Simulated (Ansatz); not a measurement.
Here is the system:

BaTiO3:
```cif
data_BaO3Ti
_chemical_formula_sum 'Ba1 Ti1 O3'
_space_group_name_H-M_alt 'Pm-3m'
_space_group_IT_number 221
_space_group_name_Hall '-P 4 2 3'
_cell_length_a 3.93514
_cell_length_b 3.93514
_cell_length_c 3.93514
_cell_angle_alpha 90.000
_cell_angle_beta 90.000
_cell_angle_gamma 90.000
loop_
_atom_site_label
_atom_site_type_symbol
_atom_site_symmetry_multiplicity
_atom_site_Wyckoff_symbol
_atom_site_fract_x
_atom_site_fract_y
_atom_site_fract_z
_atom_site_occupancy
Ba1 Ba 1 b 0.50000 0.50000 0.50000 1
Ti1 Ti 1 a 0.00000 0.00000 0.00000 1
O1 O 3 d 0.00000 0.00000 0.50000 1
```

This is the LDA-relaxed structure.

Problem. All from LDA in the plane-wave PAW code Ansatz, unless another level is named. Give the Born charges (a third of the trace).

Solution. Ba +2.78, Ti +7.35, O -3.38 e.

Problem. Give the electronic dielectric constant ε∞ (DFPT).

Solution. 6.72.

This is a known high-temperature phase of the composition, computed here at zero pressure and temperature. The LDA relaxation kept the symmetry of its start. At this level the phase is dynamically unstable (imaginary phonons). The run is not spin-polarised. Scalar-relativistic: spin–orbit coupling is off unless named, which matters more the heavier the elements.

Potentials: the earlier of the program's two PAW sets. The files were generated under PBE; for other functionals the program regenerates the frozen cores, and for LDA and PBEsol the local potential too.
